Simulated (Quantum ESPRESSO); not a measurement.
## Zr4SSe7 (one run as intended and one with a planted mistake)

A calculation, not a measurement. The program is pw.x of Quantum ESPRESSO 7.5 (plane-wave density functional theory). The cell is made up: 12 atoms on a layered 1T lattice, with randomly drawn elements, strain and displacements, not relaxed. PseudoDojo standard norm-conserving files (v0.5 for PBE, v0.4.1 for LDA and PBEsol) set the functional; there is no spin polarisation, spin-orbit coupling or dispersion term, and the masses in the input are unused placeholders.

Intended input:

```
&control calculation='scf', pseudo_dir='./dojo.nc.sr.pbe.v0_5.standard.upf', outdir='./o', disk_io='low', tprnfor=.true., tstress=.true. /
&system ibrav=0, nat=12, ntyp=3, nbnd=89, ecutwfc=85.99341389, nosym=.true., tot_charge=0,
 occupations='smearing', smearing='fd', degauss=0.0018374661
/
&electrons conv_thr=7.350e-09, electron_maxstep=60, /
ATOMIC_SPECIES
S 1.0 S.upf
Se 1.0 Se.upf
Zr 1.0 Zr.upf
CELL_PARAMETERS angstrom
3.7402 -0.025 0.0076
-0.0433 6.4162 0.0087
0.0246 0.0164 12.0469
ATOMIC_POSITIONS angstrom
Zr 0.0631 -0.027 -0.0371
Zr 1.9395 3.3191 -0.0157
Zr -0.004 -0.0546 6.0867
Zr 1.8632 3.3416 6.08
S -0.0059 2.1265 1.5058
Se 1.8673 0.9932 4.496
Se 1.8027 5.2609 1.4173
Se -0.0901 4.3238 4.5706
Se -0.0273 2.1386 7.4479
Se 1.9073 1.0395 10.6283
Se 1.7987 5.4568 7.4803
Se 0.0039 4.2871 10.5101
K_POINTS automatic
6 4 2 1 1 1
```

The log is shortened where brackets say so; the opening notice, blank lines, dates and the lines on written files are dropped, and the path of the files is cut. It prints rydbergs, bohrs and kilobars, and counts compression as positive stress. Where no state is partly filled, the Fermi energy that it prints is only some level between the filled and the empty states on the mesh, and need not lie in the true gap.

Log of the intended run:

```
     Program PWSCF v.7.5
     Parallel version (MPI & OpenMP), running on       4 processor cores
     Number of MPI processes:                 4
     Threads/MPI process:                     1
     [start-up lines left out]
     bravais-lattice index     =            0
     lattice parameter (alat)  =       7.0681  a.u.
     unit-cell volume          =    1950.8434 (a.u.)^3
     number of atoms/cell      =           12
     number of atomic types    =            3
     number of electrons       =       166.00
     number of Kohn-Sham states=           89
     kinetic-energy cutoff     =      85.9934  Ry
     charge density cutoff     =     343.9737  Ry
     scf convergence threshold =      7.3E-09
     mixing beta               =       0.7000
     number of iterations used =            8  plain     mixing
     Exchange-correlation= PBE
                           (   1   4   3   4   0   0   0)
     [axes and pseudopotential details left out]
   Cartesian axes
     site n.     atom                  positions (alat units)
         1        Zr     tau(   1) = (   0.0168703  -0.0072187  -0.0099190  )
         2        Zr     tau(   2) = (   0.5185425   0.8873908  -0.0041975  )
         3        Zr     tau(   3) = (  -0.0010694  -0.0145978   1.6273332  )
         4        Zr     tau(   4) = (   0.4981430   0.8934064   1.6255419  )
         5        S      tau(   5) = (  -0.0015774   0.5685386   0.4025890  )
         6        Se     tau(   6) = (   0.4992392   0.2655408   1.2020454  )
         7        Se     tau(   7) = (   0.4819678   1.4065482   0.3789277  )
         8        Se     tau(   8) = (  -0.0240890   1.1560062   1.2219904  )
         9        Se     tau(   9) = (  -0.0072989   0.5717737   1.9912620  )
        10        Se     tau(  10) = (   0.5099335   0.2779195   2.8415701  )
        11        Se     tau(  11) = (   0.4808984   1.4589238   1.9999245  )
        12        Se     tau(  12) = (   0.0010427   1.1461942   2.8099683  )
     number of k points=    24  Fermi-Dirac smearing, width (Ry)=  0.0018
                       cart. coord. in units 2pi/alat
        k(    1) = (   0.0836683   0.0733279   0.0773487), wk =   0.0833333
        k(    2) = (   0.0839852   0.0735405  -0.0778910), wk =   0.0833333
     [further k points left out]
     Dense  grid:   210115 G-vectors     FFT dimensions: (  45,  72, 135)
     Estimated max dynamical RAM per process >     615.47 MB
     Estimated total dynamical RAM >       2.25 GB
     Initial potential from superposition of free atoms
     starting charge     165.9900, renormalised to     166.0000
     Starting wfcs are  107 randomized atomic wfcs
     total cpu time spent up to now is       14.2 secs
     per-process dynamical memory:   440.3 Mb
     Self-consistent Calculation
     iteration #  1     ecut=    85.99 Ry     beta= 0.70
     Davidson diagonalization with overlap
     ethr =  1.00E-02,  avg # of iterations =  2.0
     Threshold (ethr) on eigenvalues was too large:
     Diagonalizing with lowered threshold
     Davidson diagonalization with overlap
     ethr =  2.81E-04,  avg # of iterations =  2.9
     total cpu time spent up to now is       63.8 secs
     total energy              =   -2125.18123722 Ry
     estimated scf accuracy    <       0.49576783 Ry
     iteration #  2     ecut=    85.99 Ry     beta= 0.70
     Davidson diagonalization with overlap
     ethr =  2.99E-04,  avg # of iterations =  5.5
     total cpu time spent up to now is       95.8 secs
     total energy              =   -2124.93023052 Ry
     estimated scf accuracy    <       1.58579992 Ry
     [iterations 3 to 12 left out]
     iteration # 13     ecut=    85.99 Ry     beta= 0.70
     Davidson diagonalization with overlap
     ethr =  4.75E-10,  avg # of iterations =  2.2
     total cpu time spent up to now is      377.9 secs
     total energy              =   -2125.34990728 Ry
     estimated scf accuracy    <       0.00000018 Ry
     iteration # 14     ecut=    85.99 Ry     beta= 0.70
     Davidson diagonalization with overlap
     ethr =  1.08E-10,  avg # of iterations =  4.1
     total cpu time spent up to now is      398.8 secs
     End of self-consistent calculation
     [lines on levels left out]
     the Fermi energy is     9.8138 ev
!    total energy              =   -2125.34990731 Ry
     estimated scf accuracy    <          5.6E-09 Ry
     smearing contrib. (-TS)   =      -0.00000001 Ry
     internal energy E=F+TS    =   -2125.34990730 Ry
     The total energy is F=E-TS. E is the sum of the following terms:
     one-electron contribution =   -1217.44635982 Ry
     hartree contribution      =     651.48519001 Ry
     xc contribution           =    -426.14362359 Ry
     ewald contribution        =   -1133.24511390 Ry
     convergence has been achieved in  14 iterations
     Forces acting on atoms (cartesian axes, Ry/au):
     atom    1 type  3   force =    -0.01988393    0.06434065    0.03274623
     atom    2 type  3   force =    -0.01453009   -0.12028696    0.03466427
     atom    3 type  3   force =    -0.00254623    0.08399491   -0.07503634
     atom    4 type  3   force =    -0.01575185   -0.07886374   -0.01683385
     atom    5 type  1   force =    -0.00307458    0.00143352   -0.03609472
     atom    6 type  2   force =    -0.00212307    0.02543037   -0.01742105
     atom    7 type  2   force =     0.00998838    0.04255079    0.10564104
     atom    8 type  2   force =     0.02061827   -0.01813229   -0.07482312
     atom    9 type  2   force =    -0.00448372    0.01729071    0.06464838
     atom   10 type  2   force =     0.00928423    0.01528934   -0.07069772
     atom   11 type  2   force =     0.00500555   -0.03056034    0.11738893
     atom   12 type  2   force =     0.01749703   -0.00248697   -0.06418206
     Total force =     0.302674     Total SCF correction =     0.000509
     Computing stress (Cartesian axis) and pressure
          total   stress  (Ry/bohr**3)                   (kbar)     P=      101.17
   0.00061972   0.00006153  -0.00005749           91.16        9.05       -8.46
   0.00006153   0.00067832   0.00001119            9.05       99.78        1.65
  -0.00005749   0.00001119   0.00076509           -8.46        1.65      112.55
     init_run     :     10.23s CPU     10.63s WALL (       1 calls)
     electrons    :    377.79s CPU    384.63s WALL (       1 calls)
     forces       :      3.70s CPU      3.76s WALL (       1 calls)
     stress       :     11.95s CPU     12.21s WALL (       1 calls)
     [timing details left out]
     PWSCF        :   6m47.33s CPU   6m55.02s WALL
     JOB DONE.
```

A second run has one planted mistake: the smearing is too wide. The input lines that differ, file-writing options aside:

```
- &system ibrav=0, nat=12, ntyp=3, nbnd=89, ecutwfc=85.99341389, nosym=.true., tot_charge=0,
+ &system ibrav=0, nat=12, ntyp=3, nbnd=107, ecutwfc=85.99341389, nosym=.true., tot_charge=0,
-  occupations='smearing', smearing='fd', degauss=0.0018374661
+  occupations='smearing', smearing='fd', degauss=0.0227845797
```

Its log:

```
     Program PWSCF v.7.5
     Parallel version (MPI & OpenMP), running on       4 processor cores
     Number of MPI processes:                 4
     Threads/MPI process:                     1
     [start-up lines left out]
     bravais-lattice index     =            0
     lattice parameter (alat)  =       7.0681  a.u.
     unit-cell volume          =    1950.8434 (a.u.)^3
     number of atoms/cell      =           12
     number of atomic types    =            3
     number of electrons       =       166.00
     number of Kohn-Sham states=          107
     kinetic-energy cutoff     =      85.9934  Ry
     charge density cutoff     =     343.9737  Ry
     scf convergence threshold =      7.3E-09
     mixing beta               =       0.7000
     number of iterations used =            8  plain     mixing
     Exchange-correlation= PBE
                           (   1   4   3   4   0   0   0)
     [axes and pseudopotential details left out]
   Cartesian axes
     site n.     atom                  positions (alat units)
         1        Zr     tau(   1) = (   0.0168703  -0.0072187  -0.0099190  )
         2        Zr     tau(   2) = (   0.5185425   0.8873908  -0.0041975  )
         3        Zr     tau(   3) = (  -0.0010694  -0.0145978   1.6273332  )
         4        Zr     tau(   4) = (   0.4981430   0.8934064   1.6255419  )
         5        S      tau(   5) = (  -0.0015774   0.5685386   0.4025890  )
         6        Se     tau(   6) = (   0.4992392   0.2655408   1.2020454  )
         7        Se     tau(   7) = (   0.4819678   1.4065482   0.3789277  )
         8        Se     tau(   8) = (  -0.0240890   1.1560062   1.2219904  )
         9        Se     tau(   9) = (  -0.0072989   0.5717737   1.9912620  )
        10        Se     tau(  10) = (   0.5099335   0.2779195   2.8415701  )
        11        Se     tau(  11) = (   0.4808984   1.4589238   1.9999245  )
        12        Se     tau(  12) = (   0.0010427   1.1461942   2.8099683  )
     number of k points=    24  Fermi-Dirac smearing, width (Ry)=  0.0228
                       cart. coord. in units 2pi/alat
        k(    1) = (   0.0836683   0.0733279   0.0773487), wk =   0.0833333
        k(    2) = (   0.0839852   0.0735405  -0.0778910), wk =   0.0833333
     [further k points left out]
     Dense  grid:   210115 G-vectors     FFT dimensions: (  45,  72, 135)
     Estimated max dynamical RAM per process >     695.54 MB
     Estimated total dynamical RAM >       2.57 GB
     Initial potential from superposition of free atoms
     starting charge     165.9900, renormalised to     166.0000
     Starting wfcs are  107 randomized atomic wfcs
     total cpu time spent up to now is       12.3 secs
     per-process dynamical memory:   492.1 Mb
     Self-consistent Calculation
     iteration #  1     ecut=    85.99 Ry     beta= 0.70
     Davidson diagonalization with overlap
     ethr =  1.00E-02,  avg # of iterations =  7.0
     Threshold (ethr) on eigenvalues was too large:
     Diagonalizing with lowered threshold
     Davidson diagonalization with overlap
     ethr =  2.64E-04,  avg # of iterations =  8.3
     total cpu time spent up to now is       80.0 secs
     total energy              =   -2125.21856751 Ry
     estimated scf accuracy    <       0.46800890 Ry
     iteration #  2     ecut=    85.99 Ry     beta= 0.70
     Davidson diagonalization with overlap
     ethr =  2.82E-04,  avg # of iterations =  5.3
     total cpu time spent up to now is      111.0 secs
     total energy              =   -2125.01912890 Ry
     estimated scf accuracy    <       1.24271231 Ry
     [iterations 3 to 14 left out]
     iteration # 15     ecut=    85.99 Ry     beta= 0.70
     Davidson diagonalization with overlap
     ethr =  8.93E-12,  avg # of iterations =  3.5
     total cpu time spent up to now is      501.4 secs
     total energy              =   -2125.37110231 Ry
     estimated scf accuracy    <       0.00000001 Ry
     iteration # 16     ecut=    85.99 Ry     beta= 0.70
     Davidson diagonalization with overlap
     ethr =  8.64E-12,  avg # of iterations =  2.0
     total cpu time spent up to now is      529.9 secs
     End of self-consistent calculation
     [lines on levels left out]
     the Fermi energy is     9.8017 ev
!    total energy              =   -2125.37110231 Ry
     estimated scf accuracy    <          3.5E-09 Ry
     smearing contrib. (-TS)   =      -0.07039789 Ry
     internal energy E=F+TS    =   -2125.30070442 Ry
     The total energy is F=E-TS. E is the sum of the following terms:
     one-electron contribution =   -1217.33161076 Ry
     hartree contribution      =     651.41412115 Ry
     xc contribution           =    -426.13810091 Ry
     ewald contribution        =   -1133.24511390 Ry
     convergence has been achieved in  16 iterations
     Forces acting on atoms (cartesian axes, Ry/au):
     atom    1 type  3   force =    -0.02205775    0.05718947    0.03436379
     atom    2 type  3   force =    -0.01664858   -0.11769366    0.03074500
     atom    3 type  3   force =    -0.00317403    0.07465024   -0.07151942
     atom    4 type  3   force =    -0.01733270   -0.07227757   -0.01897304
     atom    5 type  1   force =    -0.00196683    0.00168984   -0.03206451
     atom    6 type  2   force =    -0.00165982    0.02591883   -0.01984828
     atom    7 type  2   force =     0.01082878    0.04419562    0.10717369
     atom    8 type  2   force =     0.02142867   -0.01777278   -0.07698637
     atom    9 type  2   force =    -0.00388607    0.01602123    0.06582165
     atom   10 type  2   force =     0.01041854    0.01743797   -0.07226303
     atom   11 type  2   force =     0.00534683   -0.02696532    0.11895646
     atom   12 type  2   force =     0.01870297   -0.00239387   -0.06540594
     Total force =     0.297885     Total SCF correction =     0.000530
     Computing stress (Cartesian axis) and pressure
          total   stress  (Ry/bohr**3)                   (kbar)     P=      101.88
   0.00062738   0.00005860  -0.00005779           92.29        8.62       -8.50
   0.00005860   0.00067789   0.00001472            8.62       99.72        2.17
  -0.00005779   0.00001472   0.00077247           -8.50        2.17      113.63
     init_run     :     10.45s CPU     10.88s WALL (       1 calls)
     electrons    :    507.09s CPU    517.62s WALL (       1 calls)
     forces       :      4.67s CPU      4.70s WALL (       1 calls)
     stress       :     14.91s CPU     15.01s WALL (       1 calls)
     [timing details left out]
     PWSCF        :   8m58.68s CPU   9m 9.94s WALL
     JOB DONE.
```

```
                                            intended run  run with the mistake
                          free energy (eV)    -28916.859            -28917.147
                    smearing term -TS (eV)        0.0000               -0.9578
                            pressure (GPa)         10.12                 10.19
            largest force component (eV/Å)         3.093                 3.058
largest change of a force component (eV/Å)                               0.240
                                iterations            14                    16
```

For scale, a rerun of the intended cell at 1467 eV and a 8 x 6 x 4 mesh moved values by no more than 0.010 eV in energy, 0.14 GPa in stress and 0.013 eV/Å in force. The number of bands, nbnd, was set by rule from the electron count and the smearing, so it follows the mistake.